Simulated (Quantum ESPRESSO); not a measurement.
# GaAlIn2P4: finding a planted mistake in a log

Simulated, not a measurement. The program is pw.x of Quantum ESPRESSO 7.5 (plane-wave density functional theory). The cell is made up: 8 atoms on a zincblende/diamond lattice, with randomly drawn elements, strain and displacements, not relaxed. PseudoDojo standard norm-conserving files (v0.5 for PBE, v0.4.1 for LDA and PBEsol) set the functional; there is no spin polarisation, spin-orbit coupling or dispersion term, and the masses in the input are unused placeholders.

Intended input:

```
&control calculation='scf', pseudo_dir='./dojo.nc.sr.pbe.v0_5.standard.upf', outdir='./o', disk_io='medium', tprnfor=.true., tstress=.true. /
&system ibrav=0, nat=8, ntyp=4, nbnd=37, ecutwfc=79.96652505, nosym=.true., tot_charge=0,
 occupations='smearing', smearing='fd', degauss=0.0018374661
/
&electrons conv_thr=7.350e-09, electron_maxstep=60, /
ATOMIC_SPECIES
Al 1.0 Al.upf
Ga 1.0 Ga.upf
In 1.0 In.upf
P 1.0 P.upf
CELL_PARAMETERS angstrom
5.6805 0.0207 0.0807
0.0207 5.6566 -0.0067
0.0807 -0.0067 5.6841
ATOMIC_POSITIONS angstrom
Ga 0.1122 -0.0144 -0.0956
Al -0.0445 2.7033 2.9007
In 2.9864 0.0471 2.8591
In 2.7494 2.8048 0.0818
P 1.5269 1.4705 1.4008
P 1.6132 4.3609 4.2045
P 4.2545 1.3746 4.3297
P 4.3257 4.235 1.5167
K_POINTS automatic
4 4 4 1 1 1
```

The log is shortened where brackets say so; the opening notice, blank lines, dates and the lines on written files are dropped, and the path of the files is cut. It prints rydbergs, bohrs and kilobars, and counts compression as positive stress.

Log of the intended run:

```
     Program PWSCF v.7.5
     Parallel version (MPI & OpenMP), running on       1 processor cores
     Number of MPI processes:                 1
     Threads/MPI process:                     1
     [start-up lines left out]
     bravais-lattice index     =            0
     lattice parameter (alat)  =      10.7357  a.u.
     unit-cell volume          =    1232.2712 (a.u.)^3
     number of atoms/cell      =            8
     number of atomic types    =            4
     number of electrons       =        62.00
     number of Kohn-Sham states=           37
     kinetic-energy cutoff     =      79.9665  Ry
     charge density cutoff     =     319.8661  Ry
     scf convergence threshold =      7.3E-09
     mixing beta               =       0.7000
     number of iterations used =            8  plain     mixing
     Exchange-correlation= PBE
                           (   1   4   3   4   0   0   0)
     [axes and pseudopotential details left out]
   Cartesian axes
     site n.     atom                  positions (alat units)
         1        Ga     tau(   1) = (   0.0197497  -0.0025347  -0.0168277  )
         2        Al     tau(   2) = (  -0.0078330   0.4758400   0.5105868  )
         3        In     tau(   3) = (   0.5256718   0.0082906   0.5032642  )
         4        In     tau(   4) = (   0.4839546   0.4937063   0.0143986  )
         5        P      tau(   5) = (   0.2687679   0.2588402   0.2465715  )
         6        P      tau(   6) = (   0.2839585   0.7676140   0.7400841  )
         7        P      tau(   7) = (   0.7488852   0.2419597   0.7621221  )
         8        P      tau(   8) = (   0.7614180   0.7454528   0.2669724  )
     number of k points=    32  Fermi-Dirac smearing, width (Ry)=  0.0018
                       cart. coord. in units 2pi/alat
        k(    1) = (   0.1228049   0.1252383   0.1233384), wk =   0.0625000
        k(    2) = (   0.1192533   0.1255474   0.3732577), wk =   0.0625000
     [further k points left out]
     Dense  grid:   119097 G-vectors     FFT dimensions: (  64,  64,  64)
     Estimated max dynamical RAM per process >     159.20 MB
     Initial potential from superposition of free atoms
     starting charge      61.9865, renormalised to      62.0000
     Starting wfcs are   47 randomized atomic wfcs
     total cpu time spent up to now is       16.7 secs
     per-process dynamical memory:    93.8 Mb
     Self-consistent Calculation
     iteration #  1     ecut=    79.97 Ry     beta= 0.70
     Davidson diagonalization with overlap
     ethr =  1.00E-02,  avg # of iterations =  4.0
     Threshold (ethr) on eigenvalues was too large:
     Diagonalizing with lowered threshold
     Davidson diagonalization with overlap
     ethr =  6.20E-04,  avg # of iterations =  2.0
     total cpu time spent up to now is       83.3 secs
     total energy              =    -478.76157541 Ry
     estimated scf accuracy    <       0.39557580 Ry
     iteration #  2     ecut=    79.97 Ry     beta= 0.70
     Davidson diagonalization with overlap
     ethr =  6.38E-04,  avg # of iterations =  2.0
     total cpu time spent up to now is      115.7 secs
     total energy              =    -478.86441605 Ry
     estimated scf accuracy    <       0.09454721 Ry
     [iterations 3 to 8 left out]
     iteration #  9     ecut=    79.97 Ry     beta= 0.70
     Davidson diagonalization with overlap
     ethr =  2.32E-10,  avg # of iterations =  3.6
     total cpu time spent up to now is      479.4 secs
     total energy              =    -478.88273586 Ry
     estimated scf accuracy    <       0.00000003 Ry
     iteration # 10     ecut=    79.97 Ry     beta= 0.70
     Davidson diagonalization with overlap
     ethr =  4.41E-11,  avg # of iterations =  2.2
     total cpu time spent up to now is      531.0 secs
     End of self-consistent calculation
     [lines on levels left out]
!    total energy              =    -478.88273587 Ry
     estimated scf accuracy    <          3.5E-09 Ry
     smearing contrib. (-TS)   =      -0.00000000 Ry
     internal energy E=F+TS    =    -478.88273587 Ry
     The total energy is F=E-TS. E is the sum of the following terms:
     one-electron contribution =    -204.07265176 Ry
     hartree contribution      =     142.84034022 Ry
     xc contribution           =    -140.78693184 Ry
     ewald contribution        =    -276.86349249 Ry
     convergence has been achieved in  10 iterations
     Forces acting on atoms (cartesian axes, Ry/au):
     atom    1 type  2   force =    -0.02014245    0.00472883    0.02908793
     atom    2 type  1   force =     0.03258261    0.03952787   -0.02081821
     atom    3 type  3   force =    -0.01908469    0.01366450   -0.04673641
     atom    4 type  3   force =     0.06822483    0.09853757   -0.05741929
     atom    5 type  4   force =    -0.13726484   -0.07673074    0.07658141
     atom    6 type  4   force =    -0.09212853   -0.07283050    0.01942924
     atom    7 type  4   force =     0.09261026    0.02491891    0.04051604
     atom    8 type  4   force =     0.07520281   -0.03181645   -0.04064071
     Total force =     0.297742     Total SCF correction =     0.000193
     Computing stress (Cartesian axis) and pressure
          total   stress  (Ry/bohr**3)                   (kbar)     P=       53.41
   0.00030450   0.00012437  -0.00028649           44.79       18.30      -42.14
   0.00012437   0.00039846  -0.00006466           18.30       58.61       -9.51
  -0.00028649  -0.00006466   0.00038630          -42.14       -9.51       56.83
     init_run     :     15.25s CPU     16.49s WALL (       1 calls)
     electrons    :    499.73s CPU    514.31s WALL (       1 calls)
     forces       :      8.89s CPU      9.03s WALL (       1 calls)
     stress       :     20.16s CPU     21.17s WALL (       1 calls)
     [timing details left out]
     PWSCF        :   9m 4.41s CPU   9m22.09s WALL
     JOB DONE.
```

A second run was made from an input with one planted mistake. Its log:

```
     Program PWSCF v.7.5
     Parallel version (MPI & OpenMP), running on       1 processor cores
     Number of MPI processes:                 1
     Threads/MPI process:                     1
     [start-up lines left out]
     bravais-lattice index     =            0
     lattice parameter (alat)  =      10.7357  a.u.
     unit-cell volume          =    1232.2712 (a.u.)^3
     number of atoms/cell      =            8
     number of atomic types    =            4
     number of electrons       =        62.00
     number of Kohn-Sham states=           37
     kinetic-energy cutoff     =      79.9665  Ry
     charge density cutoff     =     319.8661  Ry
     scf convergence threshold =      7.3E-09
     mixing beta               =       0.7000
     number of iterations used =            8  plain     mixing
     Exchange-correlation= PBE
                           (   1   4   3   4   0   0   0)
     [axes and pseudopotential details left out]
   Cartesian axes
     site n.     atom                  positions (alat units)
         1        Ga     tau(   1) = (   0.0197497  -0.0025347  -0.0168277  )
         2        Al     tau(   2) = (  -0.0078330   0.4758400   0.5105868  )
         3        In     tau(   3) = (   0.5256718   0.0082906   0.5032642  )
         4        In     tau(   4) = (   0.4839546   0.4937063   0.0143986  )
         5        P      tau(   5) = (   0.2687679   0.2588402   0.2465715  )
         6        P      tau(   6) = (   0.2839585   0.7676140   0.7400841  )
         7        P      tau(   7) = (   0.7488852   0.2419597   0.7621221  )
         8        P      tau(   8) = (   0.7614180   0.7454528   0.2669724  )
     number of k points=     4  Fermi-Dirac smearing, width (Ry)=  0.0018
                       cart. coord. in units 2pi/alat
        k(    1) = (   0.2456097   0.2504767   0.2466767), wk =   0.5000000
        k(    2) = (   0.2527129   0.2498586  -0.2531619), wk =   0.5000000
     [further k points left out]
     Dense  grid:   119097 G-vectors     FFT dimensions: (  64,  64,  64)
     Estimated max dynamical RAM per process >     159.20 MB
     Initial potential from superposition of free atoms
     starting charge      61.9865, renormalised to      62.0000
     Starting wfcs are   47 randomized atomic wfcs
     total cpu time spent up to now is        5.6 secs
     per-process dynamical memory:    92.1 Mb
     Self-consistent Calculation
     iteration #  1     ecut=    79.97 Ry     beta= 0.70
     Davidson diagonalization with overlap
     ethr =  1.00E-02,  avg # of iterations =  4.0
     Threshold (ethr) on eigenvalues was too large:
     Diagonalizing with lowered threshold
     Davidson diagonalization with overlap
     ethr =  6.66E-04,  avg # of iterations =  2.0
     total cpu time spent up to now is       17.5 secs
     total energy              =    -478.72370925 Ry
     estimated scf accuracy    <       0.42378132 Ry
     iteration #  2     ecut=    79.97 Ry     beta= 0.70
     Davidson diagonalization with overlap
     ethr =  6.84E-04,  avg # of iterations =  2.0
     total cpu time spent up to now is       23.1 secs
     total energy              =    -478.83377295 Ry
     estimated scf accuracy    <       0.09730071 Ry
     [iterations 3 to 8 left out]
     iteration #  9     ecut=    79.97 Ry     beta= 0.70
     Davidson diagonalization with overlap
     ethr =  3.34E-10,  avg # of iterations =  3.5
     total cpu time spent up to now is       68.4 secs
     total energy              =    -478.85255826 Ry
     estimated scf accuracy    <       0.00000004 Ry
     iteration # 10     ecut=    79.97 Ry     beta= 0.70
     Davidson diagonalization with overlap
     ethr =  7.24E-11,  avg # of iterations =  2.5
     total cpu time spent up to now is       76.8 secs
     End of self-consistent calculation
     [lines on levels left out]
!    total energy              =    -478.85255827 Ry
     estimated scf accuracy    <          5.7E-09 Ry
     smearing contrib. (-TS)   =      -0.00000000 Ry
     internal energy E=F+TS    =    -478.85255827 Ry
     The total energy is F=E-TS. E is the sum of the following terms:
     one-electron contribution =    -204.09505181 Ry
     hartree contribution      =     142.92430716 Ry
     xc contribution           =    -140.81832113 Ry
     ewald contribution        =    -276.86349249 Ry
     convergence has been achieved in  10 iterations
     Forces acting on atoms (cartesian axes, Ry/au):
     atom    1 type  2   force =    -0.02006171    0.00454348    0.02897088
     atom    2 type  1   force =     0.03250791    0.04014301   -0.02194617
     atom    3 type  3   force =    -0.01905744    0.01326486   -0.04645464
     atom    4 type  3   force =     0.06859413    0.09877306   -0.05741979
     atom    5 type  4   force =    -0.13773153   -0.07657559    0.07675396
     atom    6 type  4   force =    -0.09324651   -0.07288493    0.02026511
     atom    7 type  4   force =     0.09360061    0.02504515    0.03958815
     atom    8 type  4   force =     0.07539454   -0.03230904   -0.03975751
     Total force =     0.298789     Total SCF correction =     0.000250
     Computing stress (Cartesian axis) and pressure
          total   stress  (Ry/bohr**3)                   (kbar)     P=       56.28
   0.00032341   0.00012621  -0.00027886           47.58       18.57      -41.02
   0.00012621   0.00041918  -0.00006195           18.57       61.66       -9.11
  -0.00027886  -0.00006195   0.00040512          -41.02       -9.11       59.60
     init_run     :      5.12s CPU      5.36s WALL (       1 calls)
     electrons    :     67.95s CPU     71.25s WALL (       1 calls)
     forces       :      1.12s CPU      1.21s WALL (       1 calls)
     stress       :      3.28s CPU      3.51s WALL (       1 calls)
     [timing details left out]
     PWSCF        :   1m17.70s CPU   1m21.65s WALL
     JOB DONE.
```

Question: what was wrong in the second input?

Answer: the k-point mesh is too coarse. The input lines that differ, file-writing options aside:

```
- 4 4 4 1 1 1
+ 2 2 2 1 1 1
```

|  | intended run | run with the mistake |
| --- | --- | --- |
| free energy (eV) | -6515.532 | -6515.121 |
| smearing term -TS (eV) | 0.0000 | 0.0000 |
| pressure (GPa) | 5.34 | 5.63 |
| largest force component (eV/Å) | 3.529 | 3.541 |
| largest change of a force component (eV/Å) |  | 0.029 |
| iterations | 10 | 10 |

For scale, a rerun of the intended cell at 1377 eV and a 6 x 6 x 6 mesh moved values by no more than 0.008 eV in energy, 0.02 GPa in stress and 0.002 eV/Å in force.